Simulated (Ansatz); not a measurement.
Level of theory: DFT, PBEsol, scalar-relativistic, collinear spin; plane waves to 420 eV with PAW datasets (Ansatz 0.2.0), Γ-centred 8×8×8 mesh, 0.05 eV Gaussian smearing; PAW files: Ansatz's generated set soft_2.

A crystal of composition XFe, relaxed at this level of theory, gives this pattern between 10° and 80°.

Cu Kα1 powder pattern (kinematic, no thermal factors).
2θ (°) (relative intensity): 26.21 (24), 37.40 (100), 46.25 (7), 53.93 (17), 60.93 (10), 67.47 (34), 79.78 (10)

Problem. Which lattice and cell does the pattern come from?

Solution. Cubic, space group Pm-3m (No. 221), a = 3.397 Å, b = 3.397 Å, c = 3.397 Å, α = 90.00°, β = 90.00°, γ = 90.00°. The line positions fix the lattice at most, not the space group, and lines under 1 % of the strongest aren't listed; this is the group of the computed cell.

A compound XFe has these computed properties.

```
Band gap                                              : zero (metallic)
Density of states at the Fermi level                  : 2.1 states/(eV·atom)
Magnetic state                                        : ferrimagnetic (the only order tried)
Site spin moments                                     : X 6.67; Fe -2.42 μB
Spin moment of the cell                               : 4.74 μB
f electrons (orthogonalised atomic orbitals)          : X 6.64
Formation energy from the elements (0 K, uncorrected) : 0.40 eV/atom (unstable against the elements)
Bulk modulus (Birch–Murnaghan)                        : 55 GPa
Pressure derivative B0′                               : 6.0
```

Sites: X on 1a, Fe on 1b.

Problem. Which element is X?
A. Gd
B. Eu
C. Sm
D. Pm

Solution. B. X is Eu, so the compound is EuFe.

The structure was built from a prototype; whether the compound forms in it isn't claimed.

Without a U the 4f levels of Eu lie too near the Fermi level, so their share of the states there, and what hangs on it, is overstated. No spin–orbit coupling, a notable omission for heavy elements. The run wasn't fully tested for a lower electronic state. Site moments are of spin, integrated over atomic spheres. The antiparallel order was set by the start and isn't a prediction.
